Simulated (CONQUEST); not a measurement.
Band structure of Ca(SiNi)₂ (I4/mmm, 10 atoms in the cell; from Materials Project mp-5292).

```yaml
crystal:
  lattice:
    - [3.96236, 0.00000, 0.00000]
    - [0.00000, 3.96236, 0.00000]
    - [0.00000, 0.00000, 9.63998]
  atoms:
    - { symbol: Ca, position: [0.00000, 0.00000, 0.00000] }
    - { symbol: Ca, position: [0.50000, 0.50000, 0.50000] }
    - { symbol: Si, position: [0.50000, 0.50000, 0.13068] }
    - { symbol: Si, position: [0.00000, 0.00000, 0.36932] }
    - { symbol: Si, position: [0.00000, 0.00000, 0.63068] }
    - { symbol: Si, position: [0.50000, 0.50000, 0.86932] }
    - { symbol: Ni, position: [0.00000, 0.50000, 0.25000] }
    - { symbol: Ni, position: [0.50000, 0.00000, 0.25000] }
    - { symbol: Ni, position: [0.50000, 0.00000, 0.75000] }
    - { symbol: Ni, position: [0.00000, 0.50000, 0.75000] }
```

Computed with LDA (PW92), numerical atomic orbitals double-zeta with polarisation (the shipped basis), PseudoDojo norm-conserving potentials made for LDA in CONQUEST 1.3.

Settings: basis = DZP; Diag.MPMeshX, Y, Z = 4 4 2; potentials = PseudoDojo norm-conserving LDA; Grid.GridCutoff = 140 Ha; DM.SolutionMethod = diagon; Diag.SmearingType = 1; Diag.kT = 0.004998 Ha; Diag.GammaCentred = true; Diag.MPOrder = 0; minE.SCTolerance = 1.0e-06; SC.MaxIters = 100; SC.LinearMixingFactor = 0.5; SC.KerkerPreCondition = true; SC.KerkerFactor = 0.1 1/bohr.

The program uses no crystal symmetry, so grid and mesh can part values that symmetry would make equal. The atom-centred basis is finite, which shifts total energies, pressures and forces against plane waves. The run has no spin polarisation, so moments on Ni cannot form. The structure comes from a collection of computed structures, made at another level of theory; the collection holds predicted forms beside known ones. No clean gap shows at this smearing width and mesh (spacing up to 0.40 Å⁻¹); the mesh is coarse for partly filled bands, so the values carry mesh errors.

Points are given in units of this cell's reciprocal vectors. Levels in eV from the Fermi level, bands 51 to 56:
```csv
point,51,52,53,54,55,56
Γ (0 0 0),-0.97,-0.90,-0.90,0.77,0.96,1.11
X (0 0.5 0),-0.26,-0.26,-0.12,-0.12,0.47,0.47
M (0.5 0.5 0),-1.59,-1.59,-0.73,-0.73,-0.65,-0.65
Z (0 0 0.5),-0.94,-0.94,-0.57,-0.57,0.97,0.97
R (0 0.5 0.5),-1.13,-1.13,0.41,0.41,1.61,1.61
A (0.5 0.5 0.5),-1.24,-1.24,-1.24,-1.24,-0.55,-0.55
```

6 bands cross the Fermi level along this path, so the cell has no gap at this level.

Higher empty bands are left out: an atom-centred basis made for the valence describes them poorly.

The labels belong to the zone of the cell as typed, which is larger than the primitive one, so the bands are folded: a gap that looks direct here can be indirect in the primitive zone.
